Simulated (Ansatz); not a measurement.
The relaxed structure here is a generated cell of S: the first start was made by placing the elements on the sites of a structure type, and the end was not matched to a known phase here, so it may be hypothetical.

The start is a generated cell, S built in the AFLOW prototype A_cI16_220_c (as in Li). The structure is fully relaxed (lattice and positions, P = 0) with PBE (plane waves to 420 eV, PAW, scalar-relativistic; Ansatz, a quantum-chemistry and plane-wave program). First-step values are on the input's coarse k-mesh.

Ansatz input (later rounds restart from its end on a renewed k-mesh):
Ansatz 0.2 input:
```yaml
crystal:
  lattice:
    - [-3.1681744, 3.1681744, 3.1681744]
    - [3.1681744, -3.1681744, 3.1681744]
    - [3.1681744, 3.1681744, -3.1681744]
  atoms:
    - { symbol: S, position: [0.402, 0.402, 0.402] }
    - { symbol: S, position: [0.5, 0, 0.098] }
    - { symbol: S, position: [0, 0.098, 0.5] }
    - { symbol: S, position: [0.098, 0.5, 0] }
    - { symbol: S, position: [0.902, 0.902, 0.902] }
    - { symbol: S, position: [0.5, 0, 0.598] }
    - { symbol: S, position: [0, 0.598, 0.5] }
    - { symbol: S, position: [0.598, 0.5, 0] }
basis: { ecutwfc: 420, ecutrho_ratio: 4, xc_grid: 2, fft_grid_basis: typed }
kpoints: { mp_grid: { grid: [5, 5, 5] } }
hamiltonian:
  xc: pbe
  dispersion: none
  pseudopotentials: { azcp: { folder: ./paw }, kind: paw }
scf: { occupations: { method: fermi_dirac, width: 0.05 } }
relax: { f_tol: 0.01, max_steps: 100, cell: { stress_tol: 0.02 } }
output: { forces: true, stress: true }
```

**Question.** Which atoms feel the largest initial force, and how large is it?

**Answer.** About 0.3 eV/Å, on S1, S2, S3, S4, S5, S6, S7, S8 (atoms numbered as listed).

**Question.** By how much does the energy per atom fall from start to end?

**Answer.** 0.42 eV/atom.

**Question.** How does the volume change?

**Answer.** +27.3 %, from 15.90 to 20.23 Å³/atom.

**Question.** How do the shortest distances between atoms change?

**Answer.** The closest pairs of elements (up to four, under 3.6 Å), start → end: S–S 2.62 → 2.43 Å.

**Question.** Is the relaxed structure metallic? Give its gap.

**Answer.** Zero (metallic).

**Question.** Give the final cell and atomic positions.

**Answer.** 
Space group Ia-3d (No. 230); a = 6.8664 Å, b = 6.8664 Å, c = 6.8664 Å, α = 90.00°, β = 90.00°, γ = 90.00°

| atom | site | symmetry | x | y | z |
|---|---|---|---|---|---|
| S | 16b | .32 | 0.1250 | 0.1250 | 0.1250 |
(The calculation used a cell of 8 atoms; values per cell refer to that cell.)

Final values are on a 10×10×10 k-mesh of the relaxed cell. No spin polarisation in the result.

The run could not lose the symmetry of its start: the end is stationary, and may be a saddle point rather than a minimum.
